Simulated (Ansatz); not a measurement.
Cr$_{2}$C in space group P-3m1 (No. 164; Cr on 2d, C on 1b) at seven volumes, DFT-PBEsol in the program Ansatz with PAW potentials, shape and atoms relaxed at each. One row is withheld.

```json
[
 {"V (Å³/atom)": "8.660", "P (GPa)": "32.07"},
 {"V (Å³/atom)": "8.945", "P (GPa)": "19.55"},
 {"V (Å³/atom)": "9.231", "P (GPa)": "8.94"},
 {"V (Å³/atom)": "9.516", "P (GPa)": "0.01"},
 {"V (Å³/atom)": "9.802", "P (GPa)": "-7.47"},
 {"V (Å³/atom)": "10.087", "P (GPa)": "-13.70"},
 {"V (Å³/atom)": "10.373", "P (GPa)": "?"}
]
```

Fit the shown pressures and predict the withheld one.

P = (3/2)B₀(x^(7/2) − x^(5/2))[1 + (3/4)(B′ − 4)(x − 1)] with x = (V₀/V)^(2/3). Least squares on the six rows gives V₀ = 9.518 Å³/atom, B₀ = 271 GPa, B′ = 4.76. At V = 10.373, x = 0.9443 and P = -19.01 GPa. The run itself gave -18.83 GPa.

The first step of the workflow began from a Materials Project structure, measured or hypothetical; the Crystallography Open Database copy checked does not list it. Its standing as an ambient phase is unchecked. Symmetry was held in the PBEsol relaxation; of distortions, only those at the zone centre were tested. The run is not spin-polarised.

Potentials: the later of the program's two PAW sets.
